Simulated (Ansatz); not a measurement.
Total density of states per atom from PBEsol in the plane-wave PAW code Ansatz, in 0.25 eV bins, energy from the valence-band maximum:

(E (eV), states/eV/atom): (-4.55, 0.00); (-4.30, 0.09); (-4.05, 1.02); (-3.80, 0.97); (-3.55, 0.99); (-3.30, 0.62); (-3.05, 0.86); (-2.80, 0.98); (-2.55, 1.20); (-2.30, 0.72); (-2.05, 0.52); (-1.80, 0.55); (-1.55, 0.64); (-1.30, 0.57); (-1.05, 0.78); (-0.80, 1.01); (-0.55, 1.24); (-0.30, 1.22); (-0.05, 0.40); (0.20, 0.00); (0.45, 0.00); (0.70, 0.00); (0.95, 0.00); (1.20, 0.00); (1.45, 0.00); (1.70, 0.00); (1.95, 0.00); (2.20, 0.00); (2.45, 0.02); (2.70, 0.22); (2.95, 0.29); (3.20, 0.40); (3.45, 0.46); (3.70, 0.83); (3.95, 0.90); (4.20, 1.07); (4.45, 0.58); (4.70, 0.04); (4.95, 0.00); (5.20, 0.00); (5.45, 0.21); (5.70, 0.45); (5.95, 0.36); (6.20, 0.30); (6.45, 0.26); (6.70, 0.19); (6.95, 0.62); (7.20, 0.72)

Problem. Which of these materials gives this?
(A) CaSe, rock salt
(B) Ca, bcc (W type)
(C) CaTiO3, Pnma (Ca on 4c, Ti on 4b, O on 4c, O on 8d)
(D) HfO2, P4_2/nmc (Hf on 2a, O on 4d)

Solution. C, CaTiO3, Pnma (Ca on 4c, Ti on 4b, O on 4c, O on 8d). Top 1 eV of the valence band: O 2p 93 %. Bottom 1 eV of the conduction band: Ti 3d 87 %, O 2p 11 %. Projections are on Löwdin-orthogonalised atomic valence shells; empty p or d shells of many metals are not among them.

The workflow started from a Materials Project entry (that database holds measured and hypothetical structures alike); the Crystallography Open Database files this formula in space group No. 62, but the cells were not matched. Its standing as an ambient phase is unchecked. The cell was relaxed with PBEsol under the symmetry of its start; its stability against distortions is not shown here. No spin polarisation was allowed.

Potentials: the later of the program's two PAW sets.
